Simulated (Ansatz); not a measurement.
# Ansatz 0.2.0, settings compared: CuI2

The command:

```bash
ansatz run input.yaml --threads 1 --pin off --max-ram 2560MiB --backend cpu --events-out ev --progress --plain --runs-dir out
```

The input file (Ansatz 0.2.0, plane waves):

```yaml
crystal:
  lattice:
    - [4.087019, 0.0, 0.0]
    - [-2.04351, 3.539463, 0.0]
    - [0.0, 0.0, 6.751842]
  atoms:
    - { symbol: Cu, position: [0.0, 0.0, 0.0] }
    - { symbol: I, position: [0.3333, 0.6667, 0.75763] }
    - { symbol: I, position: [0.6667, 0.3333, 0.24237] }
  symmetry: { tolerance: 0.0003 }
kpoints:
  mp_grid: { grid: [5, 5, 3], shift: [0, 0, 0] }
magnetization:
  spin_polarized: false
scf:
  occupations: { method: fermi_dirac, width: 0.0284 }
hamiltonian:
  pseudopotentials: { kind: paw }
  xc: pbe
basis:
  ecutwfc: 420
output:
  forces: true
  stress: true
  eigenvalues: true
```

Origin of the cell: a known structure type with other elements, at an estimated volume, so it need not be a known compound.

Output of this run (shortened):

```
Warning: the atoms were moved onto the symmetric positions of the space group found under crystal.symmetry.tolerance 3.0e-4 (fractional; no operation is sought that the atoms, as they stand i […]
Pseudopotentials: kind: paw
Pseudopotential: Cu, paw, valence charge 19, recommended cutoff 420 eV (normal), Cu.paw.azcp
Pseudopotential: I, paw, valence charge 17, recommended cutoff 420 eV (normal), I.paw.azcp
Functional definition: PBE
  exchange = pbe_x(kappa = kappa, mu = beta*pi^2/3)
  correlation = pbe_c(beta = beta)
Crystal: 3 atoms, lattice volume = 97.671 Å³
Basis set: ecut = 420 eV, 1919 PW (Γ), exchange–correlation on 60×60×96 points (8 copies of the dense FFT grid, shifted against one another)
Bands: 32, of which v1, the nominal top of the filled ones, is band 27 counted from 1 (26 counted from 0)
Symmetry: 12 space group operations
Space group: P-3m1 (ITA 164), of the structure as read, at distance tolerance 1.4e-3 Å
[… 5 lines left out …]
Initial density: superposition of atomic densities (neutral atoms: chi_scale 0, normalization atom), corrected by the library's trained network
Functional: x = pbe(κ = 0.804, μ = 0.219515), c = pbe(β = 0.066725)
SCF iter   1: F=—  HF=-21651.026113 eV  Δρ=3.28e-3  dr2=1.20e-2
SCF iter   2: F=—  HF=-21651.023951 eV  Δρ=2.03e-3  dr2=3.24e-3  defer=12
SCF iter   3: F=—  HF=-21651.023414 eV  Δρ=5.16e-4  dr2=5.21e-4  defer=12
SCF iter   4: F=—  HF=-21651.023444 eV  Δρ=9.10e-4  dr2=5.95e-4  defer=12
SCF iter   5: F=—  HF=-21651.023381 eV  Δρ=5.47e-4  dr2=2.24e-4  defer=12
SCF iter   6: F=—  HF=-21651.023394 eV  Δρ=5.38e-4  dr2=2.48e-4  defer=12
SCF iter   7: F=—  HF=-21651.023378 eV  Δρ=3.48e-4  dr2=1.29e-4  defer=12
SCF iter   8: F=—  HF=-21651.023361 eV  Δρ=1.81e-4  dr2=2.37e-5  defer=12
SCF iter   9: F=—  HF=-21651.023370 eV  Δρ=3.32e-5  dr2=6.53e-7  defer=12
SCF iter  10: F=—  HF=-21651.023372 eV  Δρ=9.06e-6  dr2=2.85e-7  defer=12
SCF iter  11: F=-21651.023371 eV  HF=-21651.023372 eV  Δρ=2.07e-6  dr2=1.11e-8
SCF 1 converged in 11 iterations: F = -21651.023371 eV  dr2 = 1.11e-8
SCF converged after 11 iterations
Free energy (F): -21651.023371 eV
Harris-Foulkes:  -21651.023372 eV  (|F-HF|=4.77e-9)
Internal energy: -21651.001182 eV  (E = F + TS)
E sigma→0 (E₀):  -21651.012277 eV
Entropy (-TS):   -0.022190 eV (-7.397 meV/atom)
Fermi energy:    6.320963 eV
--- Per-component energies (eV) ---
  E_band       = -1281.392937
  E_kinetic    = 673.366246
  E_local      = -10303.586119  (includes V_loc(G=0)·N_el)
  E_nonlocal   = 217.059226
  E_hartree    = 4898.575556
  E_xc         = -341.746757
  E_vxc        = -367.420192  (∫ρ·V_xc dr)
  E_paw        = -11302.386875  (= ΣΔE_a)
  E_vpaw       = -1297.957809  (= ΣTr[D̂ρ^β])
  E_aug_tail   = 0.000253  (compensation charges beyond the density's cutoff)
  E_ewald      = -5492.282711
  E_smearing   = -0.022190  (= −TS)
  Σ components = -21651.023371   (vs F -21651.023371, Δ=0.00e0)
--- Forces (eV/Å), atoms counted from 1 ---
  atom   1  Cu     0.000000     0.000000     0.000000
  atom   2  I     -0.000000    -0.000000     0.482613
  atom   3  I      0.000000     0.000000    -0.482613
  max |Σ_I F_I| component: 2.31e-18 eV/Å
--- Stress (GPa, compression-positive) ---
       -2.802735       0.000000       0.000000
        0.000000      -2.802735       0.000000
        0.000000       0.000000      -1.743783
  P = ⅓ Tr σ = -2.4498 GPa (-24.498 kbar)
```

The same input was run again with these changes:

1. `scf.mixing.algorithm` default → msr1; `scf.mixing.beta` default → 0.1
2. `hamiltonian.hubbard` default → { sites: [{ species: Cu, l: d, u_eff: 8.0 }], double_counting: amf }
3. `hamiltonian.hubbard` default → { sites: [{ species: Cu, l: d, u_eff: 5.0 }], double_counting: fll }; `scf.lower_state_search` default → full
4. `hamiltonian.dispersion` default → d3bjatm; `scf.algorithm` default → direct_min

```
 run        end  SCF iterations  P (GPa)  max force component (eV/Å)  moment (μB)  ΔE(σ→0) (meV/atom)
base  converged              11    -2.45                       0.483            –                   0
   1  converged              11    -2.45                       0.483            –                0.00
   2  converged              18    -2.42                       0.488            –                   –
   3  converged              18    -2.13                       0.331            –                   –
   4  converged               6    -3.98                       0.483            –                   –
```

Energies are compared only where functional, datasets, charge and starting cell are the same.

Caveats of the base run: no moments, though an odd count or open d shells may carry them; no spin-orbit coupling, though heavy elements are present; the k mesh is coarse if the cell is a metal.

Time of the base run: 1.4 s on 1 thread of Intel(R) Xeon(R) 6975P-C (Granite Rapids) (shared host), peak memory 0.42 GiB, from the program's own first density.
